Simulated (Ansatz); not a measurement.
**What is wrong with this input? (As2Se)**

The input below was meant for crystalline As2Se, with PBEsol, plane waves and PAW in Ansatz.

```yaml
crystal:
  lattice:
    - [-3.529418, 3.529418, 2.653571]
    - [3.529418, -3.529418, 2.653571]
    - [3.529418, 3.529418, -2.653571]
  atoms:
    - { symbol: As, position: [0.875, 0.125, 0.75] }
    - { symbol: As, position: [0.375, 0.125, 0.25] }
    - { symbol: As, position: [0.875, 0.625, 0.75] }
    - { symbol: As, position: [0.875, 0.125, 0.25] }
    - { symbol: Se, position: [0.5, 0.5, 0.0] }
    - { symbol: Se, position: [0.25, 0.75, 0.5] }
basis:
  ecutwfc: 420
kpoints:
  mp_grid: { grid: [8, 8, 8] }
hamiltonian:
  xc: pbesol
scf:
  occupations: { method: fixed }
output:
  forces: true
  stress: true
  eigenvalues: true
```

Command:

```bash
ansatz run input.yaml --threads 1 --pin off --max-ram 2560MiB --backend cpu --events-out ev --progress --plain --runs-dir out
```

From the log (HF is the Harris–Foulkes energy, dr2 the density residual in eV):

```text
Pseudopotential: As, paw, valence charge 15, recommended cutoff 420 eV (normal)
Pseudopotential: Se, paw, valence charge 16, recommended cutoff 420 eV (normal)
Crystal: 6 atoms, lattice volume = 132.220 Å³
Basis set: ecut = 420 eV, 2589 PW (Γ), exchange–correlation on 80×80×80 points (8 copies of the dense FFT grid, shifted against one another)
Bands: 56, of which v1, the nominal top of the filled ones, is band 46 counted from 1 (45 counted from 0)
Symmetry: 16 space group operations
Space group: I41/amd (ITA 141), of the structure as read, at distance tolerance 5.1e-5 Å
k-points: 59 of 512
PAW frozen core: As, regenerated for the run's functional, and the local potential with it (the file was generated under x = pbe(κ = 0.804, μ = 0.2195), c = pbe(β = 0.0667))
PAW frozen core: Se, regenerated for the run's functional, and the local potential with it (the file was generated under x = pbe(κ = 0.804, μ = 0.2195), c = pbe(β = 0.0667))
Initial density: superposition of atomic densities, corrected by the library's trained network
SCF iter   1: HF=-30100.103068 eV  Δρ=2.57e-3  dr2=1.40e-2
SCF iter   2: HF=-30100.097854 eV  Δρ=1.22e-3  dr2=2.07e-3
SCF iter   3: HF=-30100.097449 eV  Δρ=4.44e-4  dr2=2.58e-4
SCF iter   4: HF=-30100.097423 eV  Δρ=1.25e-4  dr2=2.21e-5
SCF iter   5: HF=-30100.097414 eV  Δρ=4.79e-5  dr2=2.32e-6
SCF iter   6: F=-30100.097414 eV  HF=-30100.097414 eV  Δρ=9.34e-6  dr2=8.64e-8
SCF 1 converged in 6 iterations: F = -30100.097414 eV  dr2 = 8.64e-8
SCF converged after 6 iterations
Free energy (F): -30100.097414 eV
E sigma→0 (E₀):  -30100.097414 eV
Fermi energy:    10.085715 eV
--- Forces (eV/Å), atoms counted from 1 ---
  atom   1  As    -0.00000000     0.00000000     0.00000000
  atom   2  As    -0.00000000     0.00000000     0.00000000
  atom   3  As     0.00000000     0.00000000    -0.00000000
  atom   4  As     0.00000000     0.00000000     0.00000000
  atom   5  Se     0.00000000    -0.00000000     0.00000000
  atom   6  Se     0.00000000     0.00000000     0.00000000
--- Stress (GPa, compression-positive) ---
       -3.466464       0.000000       0.000000
        0.000000      -3.466464      -0.000000
       -0.000000      -0.000000      -3.079430
  P = ⅓ Tr σ = -3.3375 GPa (-33.375 kbar)
```

Task: What is the cause?
A. Fixed occupations on a metal
B. Cartesian positions typed as fractional ones
C. A smearing that washes the moments out
D. A Hubbard U on a shell that the atom lacks
E. A functional's name that the program doesn't know

Result: A. Bands cross the Fermi level, so no fixed count of filled bands holds at every k-point. The cure is a smearing.

Fix:

```diff
 scf:
-  occupations: { method: fixed }
+  occupations: { method: gaussian, width: 0.1 }
```

With the mended input the run converges and gives a pressure of -3.47 GPa, no gap. The faulty run's energy lay 8.87 meV per atom higher. The faulty run also carried warnings: band overlap at count; metallic iterate.

Time of the mended run: 42 s on 1 thread of Intel(R) Xeon(R) Processor @ 2.70GHz (shared host), peak memory 0.61 GiB.